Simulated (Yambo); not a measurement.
Quantum ESPRESSO input (PBEsol, PseudoDojo standard norm-conserving files, scalar-relativistic) whose wavefunctions are converted with p2y:

```
&CONTROL
  calculation = 'nscf'
  pseudo_dir = './pseudo'
  outdir = './out'
/
&SYSTEM
  ibrav = 0
  nat = 8
  ntyp = 4
  ecutwfc = 92.0
  ecutrho = 368.0
  occupations = 'fixed'
  force_symmorphic = .true.
  nbnd = 266
/
&ELECTRONS
  conv_thr = 8e-09
  diago_full_acc = .true.
  diago_thr_init = 1e-08
/
ATOMIC_SPECIES
F 18.9984 F.upf
Cu 63.5460 Cu.upf
Sr 87.6200 Sr.upf
Te 127.6000 Te.upf
CELL_PARAMETERS angstrom
  4.276370000000   0.000000000000   0.000000000000
  0.000000000000   4.276370000000   0.000000000000
  0.000000000000   0.000000000000   9.221550000000
ATOMIC_POSITIONS crystal
F   0.500000000000   0.500000000000   0.000000000000
F   0.000000000000   0.000000000000   0.000000000000
Cu   0.500000000000   0.500000000000   0.500000000000
Cu   0.000000000000   0.000000000000   0.500000000000
Sr   0.000000000000   0.500000000000   0.852530000000
Sr   0.500000000000   0.000000000000   0.147470000000
Te   0.000000000000   0.500000000000   0.326260000000
Te   0.500000000000   0.000000000000   0.673740000000
K_POINTS automatic
1 1 1 0 0 0
```

Yambo's initialisation report on symmetry, reciprocal space, the k grid and the gaps on this mesh:

```
  [02.02] Symmetries
  ==================

  Inversion symmetry    : yes
  Spatial inversion     : no
  Inversion index       :   9
  K-space Time-reversal : yes
  Magnetic symmetries   : no
  Time-reversal derived K-space symmetries:   9  16
  Group table correct   : yes
  Symmetries units      :  [cc]

  [02.03] Reciprocal space
  ========================

  nG shells         :   7750
  nG charge         :  135671
  nG WFs            :  17013
  nC WFs            :  17013
  G-vecs. in first 80 shells:  [ Number ]
     1    3    5    9   17   25   27   31   39
    47   55   57   65   69   77   85   93  101
   117  119  127  143  151  159  175  183  191
   193  197  205  221  229  237  241  249  257
    265   273   281   289   305   321   323   339   347
    355   363   371   387   395   403   419   427   443
    451   467   469   485   493   501   509   525   541
    557   565   573   577   585   601   609   617   625
    641   643   659   667   683   691   695   703
  ...
  Shell energy in first 80 shells:  [ mHa ]
     0.0000   65.0016  260.0065  302.2605  367.2622  562.2670  585.0145  604.5211  669.5227
    864.528      887.275      1040.03      1189.54      1209.04      1274.04      1342.29      1469.05      1511.30
    1576.30      1625.04      1644.55      1771.31      1794.06      1927.30      2096.32      2229.56      2249.07
    2340.06      2418.08      2483.09      2551.33      2642.32      2678.09      2720.34      2785.35      2834.08
    2944.58      2980.35      3003.10      3022.61      3087.61      3136.34      3185.08      3282.61      3305.36
    3458.11      3487.34      3549.10      3607.62      3760.37      3789.60      3851.36      3929.39      3994.39
    4043.12      4062.63      4160.10      4189.39      4345.39      4394.12      4462.36      4514.40      4647.65
    4696.38      4758.14      4764.62      4836.17      4901.17      4969.41      5060.40      5096.18      5138.43
    5203.43      5265.13      5362.66      5369.15      5398.44      5421.18      5440.69      5505.69
  ...

  [02.04] K-grid lattice
  ======================

  Compatible Grid is   : 0D
  K lattice UC volume  :  0.217966 [a.u.]

  IBZ K-points                                      :  1
  BZ  K-points                                      :  1

  K/Q-points units:
  rlu = crystal or reduced units; cc = cartesian coordinates; iku = interal k-units

  K [1]          [rlu]:  0.000000  0.000000  0.000000
         WF components:  17013

  [02.05] Energies & Occupations
  ==============================

  [X] === General ===
  [X] Electronic Temperature                        :  0.000000  0.000000 [eV K]
  [X] Bosonic    Temperature                        :  0.000000  0.000000 [eV K]
  [X] Finite Temperature mode                       : no
  [X] El. density                                   :  0.61671E+24 [cm-3]
  [X] Fermi Level                                   :  10.23531 [eV]

  [X] === Gaps and Widths ===
  [X] Conduction Band Min                           :  1.434764 [eV]
  [X] Valence Band Max                              :  0.000000 [eV]
  [X] Filled Bands                                  :   52
  [X] Empty Bands                                   :   53  266
  [X] Direct Gap                                    :  1.434764 [eV]
  [X] Direct Gap localized at k                     :  1
```
The gaps are PBEsol values on this mesh alone; only operations without fractional translations are kept.

Spin-orbit coupling is not included.

Geometry of the Materials Project entry, not relaxed at this level.
